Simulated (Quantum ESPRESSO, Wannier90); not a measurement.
**TiBe (CsCl type): Wannier90 run**

```xyz
2
Lattice="2.9293 0.0000 0.0000 0.0000 2.9293 0.0000 0.0000 0.0000 2.9293" Properties=species:S:1:pos:R:3 pbc="T T T"
Ti     1.4646     1.4646     1.4646
Be     0.0000     0.0000     0.0000
```

Materials Project entry mp-11279; symmetrised, unrelaxed at this level. Not found in the COD (Crystallography Open Database) copy used; not checked further. Level: PBEsol, no spin polarisation, no spin-orbit coupling; pw.x of Quantum ESPRESSO at 71 Ry with PseudoDojo potentials, 10×10×10 k-points, Wannier90. Density: 14×14×14 mesh, cold smearing 0.01 Ry.

A tight-binding model is made by disentanglement and projection with no localisation steps (num_iter = 0), so the 13 orbitals stay atom-like: hydrogen-like Ti: s;p;d; Be: s;p, axes along x, y, z; frozen window up to 1.50 eV relative to the Fermi level. It follows pw.x to 0.8 meV rms for states up to 1.0 eV relative to the Fermi level. Matrix elements depend on this choice of orbitals and windows.

**Question.** What are the on-site energies relative to the Fermi level, and how fast do the hoppings decay?

**Answer.** 
| atom | orbitals | energy (eV) |
|---|---|---|
| Ti1 | s | 9.10 |
| Ti1 | pz px | 14.05 |
| Ti1 | py | 14.07 |
| Ti1 | dz2 dx2-y2 | 1.59 |
| Ti1 | dxz dyz dxy | 1.79 |
| Be2 | s | 5.24 |
| Be2 | pz px py | 7.98 |

```csv
distance of the centres (Å),largest modulus (eV)
2–3,2.3
4–5,0.33
5–6,0.31
6–7,0.066
7–8,0.061
8–9,0.017
9–10,0.014
10–11,0.0049
11–12,0.0022
12–13,0.0039
```
